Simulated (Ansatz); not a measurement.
NaTl₂MoF₆:
```yaml
crystal:
  lattice:
    - [0.00000, 4.30037, 4.30037]
    - [4.30037, 0.00000, 4.30037]
    - [4.30037, 4.30037, 0.00000]
  atoms:
    - { symbol: Na, position: [0.50000, 0.50000, 0.50000] }
    - { symbol: Tl, position: [0.75000, 0.75000, 0.75000] }
    - { symbol: Tl, position: [0.25000, 0.25000, 0.25000] }
    - { symbol: Mo, position: [0.00000, 0.00000, 0.00000] }
    - { symbol: F, position: [0.76103, 0.23897, 0.76103] }
    - { symbol: F, position: [0.23897, 0.76103, 0.23897] }
    - { symbol: F, position: [0.76103, 0.23897, 0.23897] }
    - { symbol: F, position: [0.23897, 0.76103, 0.76103] }
    - { symbol: F, position: [0.76103, 0.76103, 0.23897] }
    - { symbol: F, position: [0.23897, 0.23897, 0.76103] }
```
The run is spin-polarised; directions of the spins, atom by atom: 0 0 0 ↑ 0 0 0 0 0 0.

Relaxed with r²SCAN.

Q: Give the Bader charges and basin volumes of the independent atoms, the program Ansatz at the r²SCAN level (PAW).

A: 

```csv
atom,Bader charge (e),Bader volume (Å³)
Na1,+0.91,7.5
Tl2,+0.89,27.1
Mo4,+2.08,12.1
F5,-0.79,14.2
```

Space group Fm-3m. The first step of the workflow began from a Materials Project structure, measured or hypothetical; the Crystallography Open Database files this formula in space group No. 225, but the cells were not matched. Its standing as an ambient phase is unchecked. Symmetry was held in the r²SCAN relaxation; whether a distortion lowers the energy is not shown. Magnetic state: ferromagnetic, chosen from 3 collinear starts compared on coarse meshes (ties went to the first, and starts can fall back to one state), not a proven ground state. Other orbital occupations within this spin state were not tried. No Hubbard U is applied. Scalar-relativistic: spin–orbit coupling is off unless named, which matters more the heavier the elements.

Potentials: the later of the program's two PAW sets.
